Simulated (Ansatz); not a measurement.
**Equation of state of LaI**

A database entry relaxed whole under r2SCAN (P6_3/mmc):

```yaml
crystal:
  lattice:
    - [3.98495, 0.00000, 0.00000]
    - [-1.99248, 3.45107, 0.00000]
    - [0.00000, 0.00000, 9.76320]
  atoms:
    - { symbol: La, position: [0.00000, 0.00000, 0.00000] }
    - { symbol: La, position: [0.00000, 0.00000, 0.50000] }
    - { symbol: I, position: [0.33333, 0.66667, 0.25000] }
    - { symbol: I, position: [0.66667, 0.33333, 0.75000] }
```

The cell was scaled uniformly, its shape held, and the atoms relaxed at each volume with plane-wave PAW DFT (Ansatz 0.2.0; r2SCAN, 500 eV, 10×10×4 Γ-centred mesh, fermi-dirac occupations of width 0.100 eV; no spin, no spin-orbit coupling). One row is withheld.

```json
{"volume (Å³/atom)": "31.553", "energy over the lowest (meV/atom)": "17.7", "pressure (GPa)": "3.13"}
{"volume (Å³/atom)": "32.224", "energy over the lowest (meV/atom)": "7.3", "pressure (GPa)": "1.95"}
{"volume (Å³/atom)": "32.895", "energy over the lowest (meV/atom)": "?", "pressure (GPa)": "?"}
{"volume (Å³/atom)": "33.567", "energy over the lowest (meV/atom)": "0.0", "pressure (GPa)": "-0.03"}
{"volume (Å³/atom)": "34.238", "energy over the lowest (meV/atom)": "2.1", "pressure (GPa)": "-0.86"}
{"volume (Å³/atom)": "34.909", "energy over the lowest (meV/atom)": "7.5", "pressure (GPa)": "-1.59"}
{"volume (Å³/atom)": "35.581", "energy over the lowest (meV/atom)": "15.9", "pressure (GPa)": "-2.25"}
```

Fit the pressures of the other rows to the third-order Birch-Murnaghan form.

With f = [(V₀/V)^(2/3) − 1]/2 and P = 3B₀f(1 + 2f)^(5/2)[1 + 3(B₀′ − 4)f/2], least squares gives V₀ = 33.55 Å³ an atom, B₀ = 44 GPa and B₀′ = 4.9; the rows miss the fit by less than 0.01 GPa. The slope of the energies differs from these pressures by 0.07 GPa, since they are taken to zero smearing while pressures follow the free energy.

What does the withheld row hold?

The fit gives 0.90 GPa at 32.895 Å³; the run gave 0.91 GPa and 1.6 meV an atom.

Caveats: the shape of the cell was held, so B₀ is an upper bound where the axes differ in stiffness; 0 K, fixed nuclei; the symmetry was kept, and this need not be the phase that is stable at 0 K; one mesh for all volumes; pressure is positive in compression.
